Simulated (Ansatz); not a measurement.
AlV2C in space group P6_3/mmc (No. 194; Al on 2c, V on 4f, C on 2a) at seven volumes, DFT-LDA in the program Ansatz with PAW potentials, shape and atoms relaxed at each. One row is withheld.

| V (Å³/atom) | P (GPa) |
|---|---|
| 10.376 | 22.56 |
| 10.718 | 13.85 |
| 11.060 | 6.37 |
| 11.402 | 0.01 |
| 11.744 | -5.38 |
| 12.086 | ? |
| 12.428 | -13.87 |

Fit the shown pressures and predict the withheld one.

Third-order Birch–Murnaghan: P = (3/2)B₀(x^(7/2) − x^(5/2))[1 + (3/4)(B′ − 4)(x − 1)] with x = (V₀/V)^(2/3). Least squares on the six rows gives V₀ = 11.404 Å³/atom, B₀ = 194.5 GPa, B′ = 4.35. At V = 12.086, x = 0.9620 and P = -9.96 GPa. The run itself gave -9.98 GPa.

Symmetry was held in the LDA relaxation. No spin polarisation was allowed.

Potentials: the later of the program's two PAW sets.
